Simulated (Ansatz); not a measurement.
Sr3BiN:
```cif
data_BiNSr3
_chemical_formula_sum 'Sr3 Bi1 N1'
_space_group_name_H-M_alt 'Pm-3m'
_space_group_IT_number 221
_space_group_name_Hall '-P 4 2 3'
_cell_length_a 5.17116
_cell_length_b 5.17116
_cell_length_c 5.17116
_cell_angle_alpha 90.000
_cell_angle_beta 90.000
_cell_angle_gamma 90.000
loop_
_atom_site_label
_atom_site_type_symbol
_atom_site_symmetry_multiplicity
_atom_site_Wyckoff_symbol
_atom_site_fract_x
_atom_site_fract_y
_atom_site_fract_z
_atom_site_occupancy
Sr1 Sr 3 c 0.00000 0.50000 0.50000 1
Bi1 Bi 1 a 0.00000 0.00000 0.00000 1
N1 N 1 b 0.50000 0.50000 0.50000 1
```

Relaxed with PBEsol. The program Ansatz at the PBEsol level (PAW) gives a gap of 0.20 eV.

Q: What gap does HSE06 give on the same cell (Ansatz, PAW)?

A: 0.91 eV, 0.72 eV more. The hybrid was solved on a coarser mesh and at special points; its gap is the smallest among all of these.

```json
[
 {"k": "Γ", "v1 PBEsol": "0.00", "c1 PBEsol": "0.20", "v1 HSE06": "0.00", "c1 HSE06": "0.91"},
 {"k": "R", "v1 PBEsol": "-1.60", "c1 PBEsol": "1.86", "v1 HSE06": "[?]", "c1 HSE06": "[?]"},
 {"k": "M", "v1 PBEsol": "-0.93", "c1 PBEsol": "2.10", "v1 HSE06": "[?]", "c1 HSE06": "[?]"},
 {"k": "X", "v1 PBEsol": "-0.64", "c1 PBEsol": "1.44", "v1 HSE06": "[?]", "c1 HSE06": "[?]"}
]
```

Q: Top valence (v1) and lowest conduction level (c1) in eV from each method's valence maximum (which need not be a listed point): supply the withheld HSE06 values.

A: 
- R, v1 HSE06: -1.64
- R, c1 HSE06: 2.69
- M, v1 HSE06: -1.09
- M, c1 HSE06: 2.90
- X, v1 HSE06: -0.79
- X, c1 HSE06: 2.19

Cost on shared cores: the PBEsol run (SCF on a 6×6×6 mesh, then bands and DOS) around 60 core-seconds (rough), the HSE06 run (SCF on 3×3×3, then a few points) around 110 core-seconds (rough); the tasks are unlike.

The first step of the workflow began from a Materials Project structure, measured or hypothetical; the Crystallography Open Database copy checked does not list it. Whether it is the stable phase at ambient conditions was not checked. The cell was relaxed with PBEsol under the symmetry of its start; its stability against distortions is not shown here. Scalar-relativistic: spin–orbit coupling is off unless named, which matters more the heavier the elements.

Potentials: the later of the program's two PAW sets.
